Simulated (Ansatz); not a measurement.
TiC:
Space group Fm-3m (No. 225); a = b = c = 4.3279 Å, α = β = γ = 90.00°

| atom | site | symmetry | x | y | z |
|---|---|---|---|---|---|
| C | 4a | m-3m | 0.0000 | 0.0000 | 0.0000 |
| Ti | 4b | m-3m | 0.5000 | 0.5000 | 0.5000 |
(The calculation used a cell of 2 atoms; values per cell refer to that cell.)

Relaxed with r²SCAN.

Task: Which orbitals make up the states near the Fermi level in r²SCAN (plane waves, PAW; program Ansatz)?

Result: Within 0.5 eV of the Fermi level: Ti 3d 50 %, C 2p 48 %. Projections are on Löwdin-orthogonalised atomic valence shells; empty p or d shells of many metals are not among them.

Task: Tabulate the density of states.

Result: States/eV per cell of 2 atoms, in 0.25 eV bins, energy from the Fermi level.

| E (eV) | total | Ti 3d | C 2p | Ti 4s |
|---|---|---|---|---|
| -7.85 | 0.00 | 0.00 | 0.00 | 0.00 |
| -7.60 | 0.00 | 0.00 | 0.00 | 0.00 |
| -7.35 | 0.00 | 0.00 | 0.00 | 0.00 |
| -7.10 | 0.00 | 0.00 | 0.00 | 0.00 |
| -6.85 | 0.00 | 0.00 | 0.00 | 0.00 |
| -6.60 | 0.00 | 0.00 | 0.00 | 0.00 |
| -6.35 | 0.00 | 0.00 | 0.00 | 0.00 |
| -6.10 | 0.04 | 0.01 | 0.02 | 0.00 |
| -5.85 | 0.15 | 0.05 | 0.08 | 0.02 |
| -5.60 | 0.25 | 0.07 | 0.12 | 0.03 |
| -5.35 | 0.35 | 0.11 | 0.18 | 0.04 |
| -5.10 | 0.50 | 0.15 | 0.26 | 0.05 |
| -4.85 | 0.78 | 0.24 | 0.41 | 0.07 |
| -4.60 | 0.98 | 0.30 | 0.53 | 0.08 |
| -4.35 | 1.20 | 0.35 | 0.69 | 0.09 |
| -4.10 | 1.19 | 0.31 | 0.73 | 0.07 |
| -3.85 | 0.94 | 0.22 | 0.63 | 0.03 |
| -3.60 | 0.68 | 0.16 | 0.46 | 0.01 |
| -3.35 | 1.33 | 0.44 | 0.81 | 0.01 |
| -3.10 | 2.55 | 1.08 | 1.36 | 0.01 |
| -2.85 | 2.36 | 1.12 | 1.18 | 0.01 |
| -2.60 | 2.76 | 1.27 | 1.42 | 0.01 |
| -2.35 | 1.80 | 0.85 | 0.90 | 0.01 |
| -2.10 | 1.40 | 0.67 | 0.69 | 0.00 |
| -1.85 | 1.14 | 0.56 | 0.55 | 0.00 |
| -1.60 | 0.93 | 0.46 | 0.45 | 0.00 |
| -1.35 | 0.74 | 0.34 | 0.37 | 0.00 |
| -1.10 | 0.60 | 0.27 | 0.32 | 0.00 |
| -0.85 | 0.49 | 0.21 | 0.27 | 0.00 |
| -0.60 | 0.40 | 0.16 | 0.23 | 0.00 |
| -0.35 | 0.25 | 0.10 | 0.14 | 0.00 |
| -0.10 | 0.23 | 0.11 | 0.12 | 0.00 |
| 0.15 | 0.27 | 0.14 | 0.12 | 0.00 |
| 0.40 | 0.32 | 0.19 | 0.12 | 0.00 |
| 0.65 | 0.41 | 0.28 | 0.12 | 0.00 |
| 0.90 | 0.56 | 0.42 | 0.13 | 0.00 |
| 1.15 | 0.66 | 0.51 | 0.13 | 0.00 |
| 1.40 | 0.77 | 0.62 | 0.13 | 0.00 |
| 1.65 | 0.89 | 0.74 | 0.12 | 0.00 |
| 1.90 | 1.02 | 0.87 | 0.12 | 0.00 |
| 2.15 | 1.19 | 1.03 | 0.13 | 0.00 |
| 2.40 | 1.41 | 1.23 | 0.14 | 0.01 |
| 2.65 | 1.91 | 1.68 | 0.18 | 0.01 |
| 2.90 | 2.03 | 1.82 | 0.16 | 0.01 |
| 3.15 | 3.34 | 3.03 | 0.23 | 0.01 |
| 3.40 | 2.04 | 1.77 | 0.21 | 0.01 |
| 3.65 | 1.01 | 0.75 | 0.22 | 0.01 |
| 3.90 | 3.51 | 2.78 | 0.62 | 0.06 |
| 4.15 | 3.93 | 2.80 | 0.96 | 0.11 |
| 4.40 | 0.66 | 0.42 | 0.20 | 0.01 |
| 4.65 | 0.67 | 0.41 | 0.21 | 0.01 |

Symmetry was held in the r²SCAN relaxation. The run is not spin-polarised.

Potentials: the later of the program's two PAW sets.
